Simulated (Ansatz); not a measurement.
In (diamond, Fd-3m) at seven volumes, PBEsol (plane waves, PAW; program Ansatz), scaled uniformly. One row is withheld.

| V (Å³/atom) | P (GPa) |
|---|---|
| 32.193 | 3.26 |
| 33.254 | 1.94 |
| 34.315 | 0.87 |
| 35.376 | 0.00 |
| 36.438 | -0.76 |
| 37.499 | ? |
| 38.560 | -1.91 |

Task: Fit the shown pressures and predict the withheld one.

Result: Third-order Birch–Murnaghan: P = (3/2)B₀(x^(7/2) − x^(5/2))[1 + (3/4)(B′ − 4)(x − 1)] with x = (V₀/V)^(2/3). Least squares on the six rows gives V₀ = 35.354 Å³/atom, B₀ = 27.34 GPa, B′ = 5.08. At V = 37.499, x = 0.9615 and P = -1.39 GPa. The run itself gave -1.41 GPa.

The start of the workflow was typed in or built on a structure type; neither database checked (COD, Materials Project) lists it. It is not the phase usual at ambient conditions (space group No. 139). The cell was relaxed with PBEsol under the symmetry of its start. At this level the phase is mechanically unstable. The volume moved by -16 % from the start of the relaxation.

Potentials: the later of the program's two PAW sets.
